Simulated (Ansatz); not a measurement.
Calculated Sn-119 Mössbauer parameters for SnC2S2N2

Cell: a COD entry, its atoms then relaxed with PBE in this cell.

Space group P-1 (No. 2); a = 4.8792, b = 5.6694, c = 10.1845 Å, α = 100.37°, β = 97.32°, γ = 93.22°.

```
site  Wyckoff  site symmetry       x       y       z
  Sn       2i              1  0.6773  0.1912  0.2430
  C3       2i              1  0.3103  0.6018  0.1253
  C5       2i              1  0.2990  0.2495  0.5025
  S7       2i              1  0.2357  0.8642  0.0934
  S9       2i              1  0.1240  0.2809  0.6291
 N11       2i              1  0.3540  0.4088  0.1475
 N13       2i              1  0.4176  0.2233  0.4075
```

One atom of each set is listed.

Method: Kohn–Sham DFT in Ansatz, PBE, plane waves and PAW, scalar-relativistic, 420 eV cutoff, Γ-centred 6×5×3 k-points, Fermi–Dirac smearing 0.02 eV.

Isomer shifts (against SnO₂) follow from the electron density at the nucleus, δ = α(ρ − ρ₀), with α = 0.099 mm s⁻¹ a₀³ and ρ₀ = 183191.44 a₀⁻³ from a line fitted to 8 measured compounds at this level of theory (rms miss 0.12 mm/s). ΔE_Q = ½eQV_zz(1 + η²/3)^½ with Q = -0.132 b for the 23.9 keV state.

Task: What would the Sn-119 spectrum's parameters be?

Result: 

| site | atoms | first shell | ρ − ρ₀ (a₀⁻³) | δ (mm/s) | ΔE_Q (mm/s) | η |
| --- | --- | --- | --- | --- | --- | --- |
| Sn | 2 | 2 N at 2.21–2.28 Å, 1 S at 2.85 Å; also 2 S at 3.09–3.32 Å | 36.7 | 3.62 | 1.13 | 0.16 |

The shift of Sn is typical of Sn(II), and the large splitting points to a stereochemically active lone pair.

Without spin–orbit coupling (the program notes it for Sn) the gradients are little affected as a rule: paired runs on crystals with a gap mostly move them by under 2 % at such atoms. Shifts outside the range of the fitted compounds (-0.5 to 3.2 mm/s for Sn) are extrapolations.
